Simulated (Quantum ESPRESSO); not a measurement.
## TaHfNbO6F2 (finding a planted mistake in a log)

A calculation, not a measurement. The program is pw.x of Quantum ESPRESSO 7.5 (plane-wave density functional theory). The cell is made up: 11 atoms on a fluorite lattice with one site empty, with randomly drawn elements, strain and displacements, not relaxed. PseudoDojo standard norm-conserving files (v0.5 for PBE, v0.4.1 for LDA and PBEsol) set the functional; there is no spin polarisation, spin-orbit coupling or dispersion term, and the masses in the input are unused placeholders.

The hafnium pseudopotential is less sure than the others, with forces about 3 percent (worst 6) and pressure in oxides about 1.5 GPa (worst 2.7) from a second method in checks, which no rerun with the same files tests.

Intended input:

```
&control calculation='scf', pseudo_dir='./dojo.nc.sr.pbe.v0_5.standard.upf', outdir='./o', disk_io='medium', tprnfor=.true., tstress=.true. /
&system ibrav=0, nat=11, ntyp=5, nbnd=50, ecutwfc=84.00895049, nosym=.true., tot_charge=0,
 occupations='smearing', smearing='fd', degauss=0.0018374661
/
&electrons conv_thr=7.350e-09, electron_maxstep=60, /
ATOMIC_SPECIES
F 1.0 F.upf
Hf 1.0 Hf.upf
Nb 1.0 Nb.upf
O 1.0 O.upf
Ta 1.0 Ta.upf
CELL_PARAMETERS angstrom
5.0456 0.0 0.0
0.0 5.0456 0.0
0.0 0.0 5.0456
ATOMIC_POSITIONS angstrom
Ta -0.0582 2.5718 2.579
Hf 2.6035 0.0531 2.4187
Nb 2.4382 2.5218 -0.0234
O 1.2875 1.19 1.3364
F 1.2641 1.0704 3.744
O 1.3054 3.78 1.2097
F 1.2682 3.7376 3.8128
O 3.749 1.1632 1.1837
O 3.783 1.3097 3.8316
O 3.8754 3.6592 1.2553
O 3.8452 3.7836 3.8013
K_POINTS automatic
4 4 4 1 1 1
```

The log is shortened where brackets say so; the opening notice, blank lines, dates and the lines on written files are dropped, and the path of the files is cut. It prints rydbergs, bohrs and kilobars, and counts compression as positive stress. Where no state is partly filled, the Fermi energy that it prints is only some level between the filled and the empty states on the mesh, and need not lie in the true gap.

Log of the intended run:

```
     Program PWSCF v.7.5
     Parallel version (MPI & OpenMP), running on       1 processor cores
     Number of MPI processes:                 1
     Threads/MPI process:                     1
     [start-up lines left out]
     bravais-lattice index     =            0
     lattice parameter (alat)  =       9.5348  a.u.
     unit-cell volume          =     866.8322 (a.u.)^3
     number of atoms/cell      =           11
     number of atomic types    =            5
     number of electrons       =        88.00
     number of Kohn-Sham states=           50
     kinetic-energy cutoff     =      84.0090  Ry
     charge density cutoff     =     336.0358  Ry
     scf convergence threshold =      7.3E-09
     mixing beta               =       0.7000
     number of iterations used =            8  plain     mixing
     Exchange-correlation= PBE
                           (   1   4   3   4   0   0   0)
     [axes and pseudopotential details left out]
   Cartesian axes
     site n.     atom                  positions (alat units)
         1        Ta     tau(   1) = (  -0.0115348   0.5097114   0.5111384  )
         2        Hf     tau(   2) = (   0.5159941   0.0105240   0.4793682  )
         3        Nb     tau(   3) = (   0.4832329   0.4998018  -0.0046377  )
         4        O      tau(   4) = (   0.2551728   0.2358491   0.2648644  )
         5        F      tau(   5) = (   0.2505351   0.2121452   0.7420327  )
         6        O      tau(   6) = (   0.2587205   0.7491676   0.2397534  )
         7        F      tau(   7) = (   0.2513477   0.7407642   0.7556683  )
         8        O      tau(   8) = (   0.7430236   0.2305375   0.2346004  )
         9        O      tau(   9) = (   0.7497622   0.2595727   0.7593943  )
        10        O      tau(  10) = (   0.7680752   0.7252259   0.2487910  )
        11        O      tau(  11) = (   0.7620897   0.7498811   0.7533891  )
     number of k points=    32  Fermi-Dirac smearing, width (Ry)=  0.0018
                       cart. coord. in units 2pi/alat
        k(    1) = (   0.1250000   0.1250000   0.1250000), wk =   0.0625000
        k(    2) = (   0.1250000   0.1250000   0.3750000), wk =   0.0625000
     [further k points left out]
     Dense  grid:    90087 G-vectors     FFT dimensions: (  60,  60,  60)
     Estimated max dynamical RAM per process >     156.53 MB
     Initial potential from superposition of free atoms
     starting charge      87.9949, renormalised to      88.0000
     Starting wfcs are   62 randomized atomic wfcs
     total cpu time spent up to now is       11.4 secs
     per-process dynamical memory:    91.5 Mb
     Self-consistent Calculation
     iteration #  1     ecut=    84.01 Ry     beta= 0.70
     Davidson diagonalization with overlap
     ethr =  1.00E-02,  avg # of iterations =  2.0
     total cpu time spent up to now is       32.9 secs
     total energy              =    -662.15975510 Ry
     estimated scf accuracy    <       5.95493381 Ry
     iteration #  2     ecut=    84.01 Ry     beta= 0.70
     Davidson diagonalization with overlap
     ethr =  6.77E-03,  avg # of iterations =  6.0
     total cpu time spent up to now is       86.4 secs
     total energy              =    -657.55848892 Ry
     estimated scf accuracy    <      54.52901440 Ry
     [iterations 3 to 15 left out]
     iteration # 16     ecut=    84.01 Ry     beta= 0.70
     Davidson diagonalization with overlap
     ethr =  1.61E-10,  avg # of iterations =  4.3
     total cpu time spent up to now is      560.1 secs
     total energy              =    -665.38361072 Ry
     estimated scf accuracy    <       0.00000005 Ry
     iteration # 17     ecut=    84.01 Ry     beta= 0.70
     Davidson diagonalization with overlap
     ethr =  5.50E-11,  avg # of iterations =  2.3
     total cpu time spent up to now is      587.2 secs
     End of self-consistent calculation
     [lines on levels left out]
     the Fermi energy is    10.4855 ev
!    total energy              =    -665.38361073 Ry
     estimated scf accuracy    <          3.0E-09 Ry
     smearing contrib. (-TS)   =      -0.00000000 Ry
     internal energy E=F+TS    =    -665.38361073 Ry
     The total energy is F=E-TS. E is the sum of the following terms:
     one-electron contribution =    -175.02789108 Ry
     hartree contribution      =     135.33064582 Ry
     xc contribution           =    -155.95444938 Ry
     ewald contribution        =    -469.73191608 Ry
     convergence has been achieved in  17 iterations
     Forces acting on atoms (cartesian axes, Ry/au):
     atom    1 type  5   force =    -0.18345474   -0.00663612   -0.13155559
     atom    2 type  2   force =     0.08735980   -0.00592544   -0.07681718
     atom    3 type  3   force =     0.15110067   -0.04370709    0.20085463
     atom    4 type  4   force =    -0.00704988    0.11234656   -0.00769836
     atom    5 type  1   force =    -0.00430118    0.06014886    0.03575994
     atom    6 type  4   force =     0.04904837   -0.08065505    0.02839815
     atom    7 type  1   force =    -0.00703290   -0.04388827   -0.03389958
     atom    8 type  4   force =    -0.00692304    0.07046572    0.04906404
     atom    9 type  4   force =    -0.02438016    0.06338515   -0.07188645
     atom   10 type  4   force =    -0.02269843   -0.07346143    0.04852949
     atom   11 type  4   force =    -0.03166850   -0.05207289   -0.04074910
     Total force =     0.437023     Total SCF correction =     0.000156
     Computing stress (Cartesian axis) and pressure
          total   stress  (Ry/bohr**3)                   (kbar)     P=     -119.55
  -0.00084156   0.00000055   0.00046358         -123.80        0.08       68.19
   0.00000055  -0.00067716  -0.00009130            0.08      -99.61      -13.43
   0.00046358  -0.00009130  -0.00091928           68.19      -13.43     -135.23
     init_run     :      9.74s CPU     11.25s WALL (       1 calls)
     electrons    :    541.84s CPU    575.82s WALL (       1 calls)
     forces       :      6.00s CPU      6.07s WALL (       1 calls)
     stress       :     25.76s CPU     26.77s WALL (       1 calls)
     [timing details left out]
     PWSCF        :   9m43.56s CPU  10m20.35s WALL
     JOB DONE.
```

A second run was made from an input with one planted mistake. Its log:

```
     Program PWSCF v.7.5
     Parallel version (MPI & OpenMP), running on       1 processor cores
     Number of MPI processes:                 1
     Threads/MPI process:                     1
     [start-up lines left out]
     bravais-lattice index     =            0
     lattice parameter (alat)  =       9.5348  a.u.
     unit-cell volume          =     866.8322 (a.u.)^3
     number of atoms/cell      =           11
     number of atomic types    =            5
     number of electrons       =        88.00
     number of Kohn-Sham states=           50
     kinetic-energy cutoff     =      84.0090  Ry
     charge density cutoff     =     336.0358  Ry
     scf convergence threshold =      2.9E-03
     mixing beta               =       0.7000
     number of iterations used =            8  plain     mixing
     Exchange-correlation= PBE
                           (   1   4   3   4   0   0   0)
     [axes and pseudopotential details left out]
   Cartesian axes
     site n.     atom                  positions (alat units)
         1        Ta     tau(   1) = (  -0.0115348   0.5097114   0.5111384  )
         2        Hf     tau(   2) = (   0.5159941   0.0105240   0.4793682  )
         3        Nb     tau(   3) = (   0.4832329   0.4998018  -0.0046377  )
         4        O      tau(   4) = (   0.2551728   0.2358491   0.2648644  )
         5        F      tau(   5) = (   0.2505351   0.2121452   0.7420327  )
         6        O      tau(   6) = (   0.2587205   0.7491676   0.2397534  )
         7        F      tau(   7) = (   0.2513477   0.7407642   0.7556683  )
         8        O      tau(   8) = (   0.7430236   0.2305375   0.2346004  )
         9        O      tau(   9) = (   0.7497622   0.2595727   0.7593943  )
        10        O      tau(  10) = (   0.7680752   0.7252259   0.2487910  )
        11        O      tau(  11) = (   0.7620897   0.7498811   0.7533891  )
     number of k points=    32  Fermi-Dirac smearing, width (Ry)=  0.0018
                       cart. coord. in units 2pi/alat
        k(    1) = (   0.1250000   0.1250000   0.1250000), wk =   0.0625000
        k(    2) = (   0.1250000   0.1250000   0.3750000), wk =   0.0625000
     [further k points left out]
     Dense  grid:    90087 G-vectors     FFT dimensions: (  60,  60,  60)
     Estimated max dynamical RAM per process >     156.53 MB
     Initial potential from superposition of free atoms
     starting charge      87.9949, renormalised to      88.0000
     Starting wfcs are   62 randomized atomic wfcs
     total cpu time spent up to now is       15.8 secs
     per-process dynamical memory:    91.5 Mb
     Self-consistent Calculation
     iteration #  1     ecut=    84.01 Ry     beta= 0.70
     Davidson diagonalization with overlap
     ethr =  1.00E-02,  avg # of iterations =  2.0
     total cpu time spent up to now is       50.4 secs
     total energy              =    -662.15975510 Ry
     estimated scf accuracy    <       5.95493381 Ry
     iteration #  2     ecut=    84.01 Ry     beta= 0.70
     Davidson diagonalization with overlap
     ethr =  6.77E-03,  avg # of iterations =  6.0
     total cpu time spent up to now is      113.1 secs
     total energy              =    -657.55848892 Ry
     estimated scf accuracy    <      54.52901440 Ry
     [iterations 3 to 7 left out]
     iteration #  8     ecut=    84.01 Ry     beta= 0.70
     Davidson diagonalization with overlap
     ethr =  9.27E-06,  avg # of iterations =  2.2
     total cpu time spent up to now is      358.3 secs
     total energy              =    -665.38323946 Ry
     estimated scf accuracy    <       0.00653020 Ry
     iteration #  9     ecut=    84.01 Ry     beta= 0.70
     Davidson diagonalization with overlap
     ethr =  7.42E-06,  avg # of iterations =  2.0
     total cpu time spent up to now is      390.6 secs
     End of self-consistent calculation
     [lines on levels left out]
     the Fermi energy is    10.4679 ev
!    total energy              =    -665.38241518 Ry
     estimated scf accuracy    <       0.00143389 Ry
     smearing contrib. (-TS)   =      -0.00000001 Ry
     internal energy E=F+TS    =    -665.38241518 Ry
     The total energy is F=E-TS. E is the sum of the following terms:
     one-electron contribution =    -175.12200732 Ry
     hartree contribution      =     135.42284996 Ry
     xc contribution           =    -155.95134173 Ry
     ewald contribution        =    -469.73191608 Ry
     convergence has been achieved in   9 iterations
     Forces acting on atoms (cartesian axes, Ry/au):
     atom    1 type  5   force =    -0.18509225   -0.00558215   -0.13264693
     atom    2 type  2   force =     0.08627828   -0.00778140   -0.07490113
     atom    3 type  3   force =     0.15276503   -0.04366018    0.20109829
     atom    4 type  4   force =    -0.00872671    0.11324170   -0.00721281
     atom    5 type  1   force =    -0.00459788    0.06152809    0.03583393
     atom    6 type  4   force =     0.04854197   -0.08014755    0.02905830
     atom    7 type  1   force =    -0.00723134   -0.04514187   -0.03368185
     atom    8 type  4   force =    -0.00596305    0.07081992    0.05062497
     atom    9 type  4   force =    -0.02334617    0.06400430   -0.07378563
     atom   10 type  4   force =    -0.02211237   -0.07462750    0.04742741
     atom   11 type  4   force =    -0.03051551   -0.05265336   -0.04181454
     Total force =     0.439358     Total SCF correction =     0.106057
     SCF correction compared to forces is large: reduce conv_thr to get better values
     Computing stress (Cartesian axis) and pressure
          total   stress  (Ry/bohr**3)                   (kbar)     P=     -106.96
  -0.00077139  -0.00000867   0.00045313         -113.48       -1.28       66.66
  -0.00000867  -0.00058186  -0.00010058           -1.28      -85.59      -14.80
   0.00045313  -0.00010058  -0.00082798           66.66      -14.80     -121.80
     init_run     :     14.10s CPU     15.51s WALL (       1 calls)
     electrons    :    361.62s CPU    374.80s WALL (       1 calls)
     forces       :      6.85s CPU      6.92s WALL (       1 calls)
     stress       :     23.44s CPU     24.38s WALL (       1 calls)
     [timing details left out]
     PWSCF        :   6m46.43s CPU   7m 3.08s WALL
     JOB DONE.
```

Question: what was wrong in the second input?

Answer: the self-consistency threshold is too loose. The input lines that differ, file-writing options aside:

```
- &electrons conv_thr=7.350e-09, electron_maxstep=60, /
+ &electrons conv_thr=2.940e-03, electron_maxstep=60, /
```

```
                                            intended run  run with the mistake
                          free energy (eV)     -9053.005             -9052.989
                    smearing term -TS (eV)        0.0000                0.0000
                            pressure (GPa)        -11.95                -10.70
            largest force component (eV/Å)         5.164                 5.170
largest change of a force component (eV/Å)                               0.049
                                iterations            17                     9
```

For scale, a rerun of the intended cell at 1467 eV and a 6 x 6 x 6 mesh moved values by no more than 0.002 eV in energy, 0.05 GPa in stress and 0.007 eV/Å in force.